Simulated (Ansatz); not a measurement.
An inverse problem

Cell vectors (Å):

```
0.0000 2.1467 2.1467
2.1467 0.0000 2.1467
2.1467 2.1467 0.0000
```

```csv
atom,a,b,c
Ti,0.0000,0.0000,0.0000
X,0.5000,0.5000,0.5000
```

Method: PBEsol, PAW on Ansatz 0.2.0's default frozen-core files (fitted under PBE), scalar-relativistic. k mesh 18×18×18, strains of ±0.005, Fermi-Dirac smearing of 0.080 eV.

Elastic constants of a crystal by Kohn-Sham DFT: slopes of the stress over finite engineering strains of the given cell, Voigt indices, Cartesian axes as in the cell vectors.

| index | elastic (GPa) |
| --- | --- |
| 11 | 555 |
| 12 | 123.4 |
| 44 | 171.5 |

Q: All X atoms are one element. Which one was computed?

A: C; the crystal is TiC (Fm-3m).

Limits of these numbers: frozen-core PAW files fitted under PBE, their cores solved anew for the functional of the run; responses of metals move with mesh and smearing.
